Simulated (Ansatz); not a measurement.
Ru (simple cubic, Pm-3m) under volume change, PBEsol (plane waves, PAW; program Ansatz), scaled uniformly.

```tsv
V (Å³/atom)	E − E(relaxed) (meV/atom)	P (GPa)
13.882	114.3	29.16
14.340	47.8	17.74
14.797	11.2	8.11
15.255	0.0	-0.01
15.713	10.1	-6.86
16.170	38.2	-12.62
16.628	81.3	-17.46
```

### Question
What does a third-order Birch–Murnaghan fit give for V₀, B₀ and B′?

### Answer
V₀ = 15.25 Å³/atom, B₀ = 248 GPa, B′ = 4.7.

A made-up cell: these elements were put on the sites of a structure type; neither database checked (COD, Materials Project) lists it. It is not the phase usual at ambient conditions (space group No. 194). Symmetry was held in the PBEsol relaxation; whether a distortion lowers the energy is not shown. The run is not spin-polarised.

Potentials: the later of the program's two PAW sets.
